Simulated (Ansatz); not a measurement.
InAsPd$_{5}$:
```
InAsPd5
1.0
    4.01322     0.00000     0.00000
    0.00000     4.01322     0.00000
    0.00000     0.00000     7.02270
In As Pd
1 1 5
Cartesian
  2.00661   2.00661   0.00000
  0.00000   0.00000   3.51135
  0.00000   2.00661   2.02205
  0.00000   2.00661   5.00065
  2.00661   0.00000   2.02205
  2.00661   0.00000   5.00065
  0.00000   0.00000   0.00000
```

Relaxed with r²SCAN. Special points in fractions of this cell's reciprocal vectors: Γ (0.000, 0.000, 0.000); X (0.000, 0.500, 0.000); M (0.500, 0.500, 0.000); Z (0.000, 0.000, 0.500); R (0.000, 0.500, 0.500); A (0.500, 0.500, 0.500).

Question: List the band energies nearest the Fermi level at these points for r²SCAN in the plane-wave PAW code Ansatz.

Answer: In eV from the Fermi level; about four levels below and three above (degenerate sets whole), none deeper than 8.9 eV; points with the same levels are listed once.

```json
[
 {"k": "Γ", "below": "-0.62 -0.59 -0.26 -0.26", "above": "2.37 3.15 4.84 4.84"},
 {"k": "X", "below": "-1.09 -0.85 -0.78 -0.01", "above": "0.88 2.15 4.87"},
 {"k": "M", "below": "-1.47 -1.47 -0.94 -0.94 -0.69", "above": "0.55 0.55 0.90"},
 {"k": "Z", "below": "-1.61 -0.90 -0.62 -0.59", "above": "0.75 1.75 1.75"},
 {"k": "R", "below": "-1.93 -1.89 -1.58 -1.11", "above": "2.18 2.49 2.74"},
 {"k": "A", "below": "-1.74 -1.61 -1.28 -0.95", "above": "0.07 0.16 0.16"}
]
```

Space group P4/mmm. The workflow started from a Materials Project entry (that database holds measured and hypothetical structures alike); the Crystallography Open Database copy checked does not list it. Whether it is the stable phase at ambient conditions was not checked. The r²SCAN relaxation kept the symmetry of its start; whether a distortion lowers the energy is not shown. The run is not spin-polarised. Scalar-relativistic: spin–orbit coupling is off unless named, which matters more the heavier the elements.

Potentials: the later of the program's two PAW sets.
